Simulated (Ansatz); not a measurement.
An Ansatz (a first-principles code) run. Input:

Ansatz 0.2 input:
```yaml
crystal:
  lattice:
    - [2.9075604796, 0.0, 0.0]
    - [0.0, 2.9075604796, 0.0]
    - [0.0, 0.0, 2.9075604796]
  atoms:
    - { symbol: Zn, position: [0.5, 0.5, 0.5] }
    - { symbol: Cu, position: [0.0, 0.0, 0.0] }
kpoints:
  mp_grid: { grid: [14, 14, 14] }
hamiltonian:
  xc: pbesol
  pseudopotentials: { azcp: { folder: ./paw }, kind: paw }
scf:
  occupations: { method: fermi_dirac, width: 0.1 }
phonons:
  method: dfpt
  response_accuracy: low
  eigenvectors: true
  rigid_motions: translations
```

Output (shortened):

```
Pseudopotential: Zn, paw, valence charge 12
Pseudopotential: Cu, paw, valence charge 19
Functional definition: PBEsol
Crystal: 2 atoms, lattice volume = 24.580 Å³
Basis set: ecut = 420 eV, 461 PW (Γ), exchange–correlation on 40×40×40 points (8 copies of the dense FFT grid, shifted against one another)
Bands: 20, of which v1, the nominal top of the filled ones, is band 16 counted from 1 (15 counted from 0)
Symmetry: 48 space group operations
k-points: 288 of 2744 (irreducible under 8 space group operations, time reversal used)
SCF iter   1: F=—  HF=-9872.104590 eV  |F-HF|=—  |Δ(HF+E_count)|=         —  Δρ=3.14e-1  dr2=1.59e1  ethr=3.10e-3  ⟨swp⟩=5.1  Hψ=27745  notcnv=0
preconditioner: auto → none
SCF iter   2: F=—  HF=-9870.640378 eV  |F-HF|=—  |Δ(HF+E_count)|=    1.46e0  Δρ=1.66e-1  dr2=4.92e0  ethr=3.10e-3  ⟨swp⟩=2.0  Hψ=10892  notcnv=0  defer=10
SCF iter   3: F=—  HF=-9869.984246 eV  |F-HF|=—  |Δ(HF+E_count)|=   6.56e-1  Δρ=5.11e-2  dr2=4.25e-1  ethr=3.10e-3  ⟨swp⟩=2.0  Hψ=9037  notcnv=0  defer=11
SCF iter   4: F=—  HF=-9869.907258 eV  |F-HF|=—  |Δ(HF+E_count)|=   7.70e-2  Δρ=1.23e-2  dr2=2.83e-2  ethr=1.37e-3  ⟨swp⟩=2.8  Hψ=11877  notcnv=0  defer=26
SCF iter   5: F=—  HF=-9869.901443 eV  |F-HF|=—  |Δ(HF+E_count)|=   5.81e-3  Δρ=3.90e-3  dr2=2.88e-3  ethr=9.13e-5  ⟨swp⟩=2.0  Hψ=10114  notcnv=0  defer=26
SCF iter   6: F=—  HF=-9869.901871 eV  |F-HF|=—  |Δ(HF+E_count)|=   4.29e-4  Δρ=2.99e-3  dr2=1.57e-3  ethr=9.29e-6  ⟨swp⟩=2.2  Hψ=9794  notcnv=0  defer=26
SCF iter   7: F=—  HF=-9869.901648 eV  |F-HF|=—  |Δ(HF+E_count)|=   2.23e-4  Δρ=1.24e-3  dr2=2.71e-4  ethr=5.06e-6  ⟨swp⟩=1.0  Hψ=5744  notcnv=0  defer=26
SCF iter   8: F=—  HF=-9869.901602 eV  |F-HF|=—  |Δ(HF+E_count)|=   4.62e-5  Δρ=1.52e-4  dr2=4.06e-6  ethr=8.74e-7  ⟨swp⟩=1.5  Hψ=5935  notcnv=0  defer=26
SCF iter  11: F=-9869.901604 eV  HF=-9869.901604 eV  |F-HF|=3.64e-12  |Δ(HF+E_count)|=  4.91e-11  Δρ=7.79e-8  dr2=1.03e-12  ethr=1.00e-12  ⟨swp⟩=4.9  Hψ=29067  notcnv=0
the search or the solves at the SCF's close seem to have found levels that the self-consistency loop had missed (the run counts 2) …
SCF 1 converged in 11 iterations: F = -9869.901604 eV  dr2 = 1.03e-12
DFPT response loops at Γ: preconditioner auto → Kerker (q_TF=auto, 2.836 Å⁻¹) (partly filled bands, converged f_vac=0.000) …
SCF converged after 11 iterations
Free energy (F): -9869.901604 eV
Harris-Foulkes:  -9869.901604 eV  (|F-HF|=3.64e-12)
Internal energy: -9869.887624 eV  (E = F + TS)
E sigma→0 (E₀):  -9869.894614 eV
Entropy (-TS):   -0.013980 eV (-6.990 meV/atom)
Fermi energy:    14.832010 eV
--- Per-component energies (eV) ---
  E_band       = -309.473930
  E_kinetic    = 411.638934
  E_local      = -6374.646940  (includes V_loc(G=0)·N_el)
  E_nonlocal   = 1708.381882
  E_hartree    = 2621.226380
  E_xc         = -147.899353
  E_vxc        = -142.305800  (∫ρ·V_xc dr)
  E_paw        = -3636.027194  (= ΣΔE_a)
  E_vpaw       = -1154.995322  (= ΣTr[D̂ρ^β])
  E_aug_tail   = 0.000596  (compensation charges beyond the density's cutoff)
  E_ewald      = -4453.565488
  E_core_change = 1.003558  (= ΣΔE_core)
  E_smearing   = -0.013980  (= −TS)
  E_closure    =  0.000000  (closes the sum)
  Σ components = -9869.901604   (vs F -9869.901604, Δ=0.00e0)
  [band-id]    e_kinetic+e_local+e_nonlocal+2·e_hartree+e_vxc+e_vpaw+e_augmentation_tail = -309.473891   (vs E_band -309.473930, Δ=3.91e-5)
--- Band table (eV; the first three rows and the last of 288) ---
  k-point 0: bands = ["-97.9441", "-55.4641", "-55.4641", "-55.4641", "4.1193", "6.8829", "6.8829", "7.6510", "7.6510", "7.6510", "11.1594", "11.1594", "12.0562", "12.0562", "12.0562", "21.1011", "21.1011", "21.1011", "26.2961", "26.2961"]
  k-point 1: bands = ["-97.9441", "-55.4647", "-55.4641", "-55.4641", "4.2145", "6.8953", "6.9043", "7.6423", "7.6423", "7.6558", "11.1522", "11.1684", "12.0214", "12.0214", "12.0517", "20.2177", "21.2488", "21.2488", "26.3439", "26.8063"]
  k-point 2: bands = ["-97.9440", "-55.4664", "-55.4640", "-55.4640", "4.4970", "6.9303", "6.9664", "7.6180", "7.6180", "7.6691", "11.1316", "11.1881", "11.9272", "11.9272", "12.0391", "18.4819", "21.6808", "21.6808", "26.4889", "27.1687"]
  k-point 287: bands = ["-97.9421", "-55.4740", "-55.4740", "-55.4740", "7.0150", "7.0150", "7.0150", "7.9869", "7.9869", "10.3567", "10.3567", "10.3567", "12.3281", "12.3281", "18.9004", "19.2120", "19.2120", "19.2120", "19.4520", "19.4520"]
--- Phonons (Γ-DFPT): 2 representative perturbations + reference, on 288 of 2744 k-points (Σ response iterations 8) ---
  ASR residual: 1.166e-4 → 0.000e0 eV/Å²; symmetrization residual: 2.908e-5 eV/Å²
  ASR residual per site (eV/Å²): 1.17e-4 2.59e-5
  Γ frequencies (cm⁻¹): 0.00 0.00 0.00 210.99 210.99 210.99
  non-analytic LO–TO correction: not included (Born effective charges unavailable; polar crystals: no LO–TO splitting at Γ)
```

Cost: roughly 40 core-seconds on shared cores.

Space group Pm-3m (CsCl type). The cell was relaxed with PBEsol under the symmetry of its start. The run is not spin-polarised. As this level gives no gap, phonon frequencies hold no LO–TO term and depend on the k-mesh and smearing (Fermi–Dirac, 0.1 eV here).

Potentials: the earlier of the program's two PAW sets. The files were generated under PBE; for other functionals the program regenerates the frozen cores, and for LDA and PBEsol the local potential too.

Ansatz is a plane-wave DFT program.
